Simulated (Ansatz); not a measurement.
**CrClO: do energies and stresses tell the same story?**

These are results of DFT PBEsol, scalar-relativistic, plane waves, PAW in Ansatz 0.2.0, not measurements.

Plane waves to 420 eV, a k mesh through Γ of 12×10×6 on the computed 6-atom cell and Gaussian smearing (0.02 eV); collinear spin from starting moments 2.61 2.61 0 0 0 0 μB.

Relaxed cell: Pmmn, a = 3.161 Å, b = 3.833 Å, c = 8.113 Å, α = 90.00°, β = 90.00°, γ = 90.00°, 6 atoms in the primitive cell. Whether it is the stable form of this composition wasn't checked.

Energies at zero smearing and pressures from the stress tensor, at volumes with shape and atoms relaxed:
```
V (Å³/atom) E − E(first) (meV/atom) P (GPa)
     15.400                     0.00    1.041
     15.891                    -1.93    0.405
     16.383                    -2.46    0.018
     16.874                    -2.36   -0.161
     17.366                    -2.08   -0.187
```

Question: Check P = −dE/dV between neighbouring volumes, and get the bulk modulus from the pressures alone.

Answer: With 1 eV/Å³ = 160.2 GPa:
```
middle V (Å³/atom)  −ΔE/ΔV (GPa) mean P (GPa)
            15.646         0.630         0.723
            16.137         0.172         0.212
            16.629        -0.034        -0.071
            17.120        -0.091        -0.174
```

The two differ by 0.093 GPa at most. The mean of two end pressures misses the average over a step by about ΔV² P″/12, up to 0.022 GPa here; with that taken off 0.093 GPa remains, from the finite cutoff, the mesh or the relaxation's tolerance. Around V = 16.383 Å³/atom, the two neighbours give B = −V ΔP/ΔV = 16.383 × 0.566 / 0.983 = 9.4 GPa, against B0 = 6.0 GPa from the Birch–Murnaghan fit of the energies, which describes these points poorly (B0' = 33.9).

Moments started parallel, and an antiferromagnetic order may lie lower. The cell holds layers, and where no dispersion correction was added their binding is poorly described.

Only this magnetic start was tried.

Cost: 6 runs of about 35 core-minutes in all, on Intel Xeon Platinum 8488C (Sapphire Rapids) (shared hosts).